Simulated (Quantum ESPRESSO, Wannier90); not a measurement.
TaRh3 (Cu3Au type), plane waves to Wannier functions

Cell from Materials Project (mp-1020), symmetrised, no further relaxation. COD (Crystallography Open Database) has an entry of this formula and space group (matched by these alone). Computed values, not measurements, from PBEsol: Quantum ESPRESSO (norm-conserving PseudoDojo potentials, cutoff 71 Ry, no spin polarisation, no spin-orbit coupling) on a Γ-centred 4×4×4 mesh, then Wannier90. Density: 12×12×12 mesh, cold smearing 0.01 Ry. Spin-orbit coupling is left out although heavy elements are present.

On the energy scale of pw.x, whose zero is arbitrary, the Fermi level lies at 21.91 eV.

Input w.win:

```
num_bands = 1
num_wann = 1
exclude_bands = 1-3,5-69
num_iter = 1000
conv_tol = 1.0e-6
conv_window = 4
write_hr = true
write_u_matrices = true
auto_projections = true
begin unit_cell_cart
ang
    3.8697800000    0.0000000000    0.0000000000
    0.0000000000    3.8697800000    0.0000000000
    0.0000000000    0.0000000000    3.8697800000
end unit_cell_cart
begin atoms_frac
Ta   0.0000000000  0.0000000000  0.0000000000
Rh   0.0000000000  0.5000000000  0.5000000000
Rh   0.5000000000  0.0000000000  0.5000000000
Rh   0.5000000000  0.5000000000  0.0000000000
end atoms_frac
mp_grid = 4 4 4
begin kpoints
0.0000000000 0.0000000000 0.0000000000
0.0000000000 0.0000000000 0.2500000000
0.0000000000 0.0000000000 0.5000000000
... (61 more lines: the 4x4x4 mesh through Gamma)
end kpoints
```

Input of pw2wannier90.x that gives the overlap and projection files (equivalent; here they were cut from one run over all bands):

```
&inputpp
  outdir = './out'
  prefix = 'pwscf'
  seedname = 'w'
  write_amn = .true.
  write_mmn = .true.
  atom_proj = .true.
  atom_proj_exclude = 2 3 4 5 6 7 8 9 10 11 12 13 14 15 16 17 18 19 20 21 22 23 24 25 26 27 28 29 30 31 32 33 34 35 36 37 38 39 40
/
```

Output w.wout (banner and timings cut):

```
                                    ------
                                    SYSTEM
                                    ------

                              Lattice Vectors (Ang)
                    a_1     3.869780   0.000000   0.000000
                    a_2     0.000000   3.869780   0.000000
                    a_3     0.000000   0.000000   3.869780

                   Unit Cell Volume:      57.95072  (Ang^3)

                        Reciprocal-Space Vectors (Ang^-1)
                    b_1     1.623654   0.000000   0.000000
                    b_2     0.000000   1.623654   0.000000
                    b_3     0.000000   0.000000   1.623654

 *----------------------------------------------------------------------------*
 |   Site       Fractional Coordinate          Cartesian Coordinate (Ang)     |
 +----------------------------------------------------------------------------+
 | ta   1   0.00000   0.00000   0.00000   |    0.00000   0.00000   0.00000    |
 | rh   1   0.00000   0.50000   0.50000   |    0.00000   1.93489   1.93489    |
 | rh   2   0.50000   0.00000   0.50000   |    1.93489   0.00000   1.93489    |
 | rh   3   0.50000   0.50000   0.00000   |    1.93489   1.93489   0.00000    |
 *----------------------------------------------------------------------------*
                                ------------
                                K-POINT GRID
                                ------------

             Grid size =  4 x  4 x  4      Total points =   64

 *---------------------------------- MAIN ------------------------------------*
 |  Number of Wannier Functions               :                 1             |
 |  Number of Objective Wannier Functions     :                 1             |
 |  Number of input Bloch states              :                 1             |
 |  Output verbosity (1=low, 5=high)          :                 1             |
 |  Timing Level (1=low, 5=high)              :                 1             |
 |  Optimisation (0=memory, 3=speed)          :                 3             |
 |  Length Unit                               :               Ang             |
 |  Post-processing setup (write *.nnkp)      :                 F             |
 |  Using Gamma-only branch of algorithms     :                 F             |
 *----------------------------------------------------------------------------*
 *------------------------------- WANNIERISE ---------------------------------*
 |  Total number of iterations                :              1000             |
 |  Number of CG steps before reset           :                 5             |
 |  Trial step length for line search         :             2.000             |
 |  Convergence tolerence                     :         0.100E-05             |
 |  Convergence window                        :                 4             |
 |  Iterations between writing output         :                 1             |
 |  Iterations between backing up to disk     :               100             |
 |  Write r^2_nm to file                      :                 F             |
 |  Write xyz WF centres to file              :                 F             |
 |  Write on-site energies <0n|H|0n> to file  :                 F             |
 |  Use guiding centre to control phases      :                 F             |
 |  Use phases for initial projections        :                 F             |
 *----------------------------------------------------------------------------*
 *-------------------------------- PLOTTING ----------------------------------*
 |  Plotting Hamiltonian in WF basis          :                 T             |
 *----------------------------------------------------------------------------*

       ... (k-mesh section left out)

 Starting a new Wannier90 calculation ...

 Reading overlaps from w.mmn

 Reading projections from w.amn

 *------------------------------- WANNIERISE ---------------------------------*
 +--------------------------------------------------------------------+<-- CONV
 | Iter  Delta Spread     RMS Gradient      Spread (Ang^2)            |<-- CONV
 +--------------------------------------------------------------------+<-- CONV

 ------------------------------------------------------------------------------
 Initial State
  WF centre and spread    1  (  0.000000,  0.000000,  0.000000 )     0.36668695
  Sum of centres and spreads (  0.000000,  0.000000,  0.000000 )     0.36668695

      0     0.367E+00     0.0000000000        0.3666869549  <-- CONV
        O_D=      0.0000000 O_OD=      0.0000000 O_TOT=      0.3666870 <-- SPRD
 ------------------------------------------------------------------------------
      1     0.000E+00     0.0000000000        0.3666869549  <-- CONV
        O_D=      0.0000000 O_OD=      0.0000000 O_TOT=      0.3666870 <-- SPRD
      2     0.000E+00     0.0000000000        0.3666869549  <-- CONV
        O_D=      0.0000000 O_OD=      0.0000000 O_TOT=      0.3666870 <-- SPRD
      3     0.000E+00     0.0000000000        0.3666869549  <-- CONV
        O_D=      0.0000000 O_OD=      0.0000000 O_TOT=      0.3666870 <-- SPRD
      4     0.000E+00     0.0000000000        0.3666869549  <-- CONV
        O_D=      0.0000000 O_OD=      0.0000000 O_TOT=      0.3666870 <-- SPRD
             <<<     Delta < 1.000E-06  over  4 iterations     >>>
             <<< Wannierisation convergence criteria satisfied >>>
 Final State
  WF centre and spread    1  (  0.000000,  0.000000,  0.000000 )     0.36668695
  Sum of centres and spreads (  0.000000,  0.000000,  0.000000 )     0.36668695

         Spreads (Ang^2)       Omega I      =     0.366686955
        ================       Omega D      =     0.000000000
                               Omega OD     =     0.000000000
    Final Spread (Ang^2)       Omega Total  =     0.366686955
```
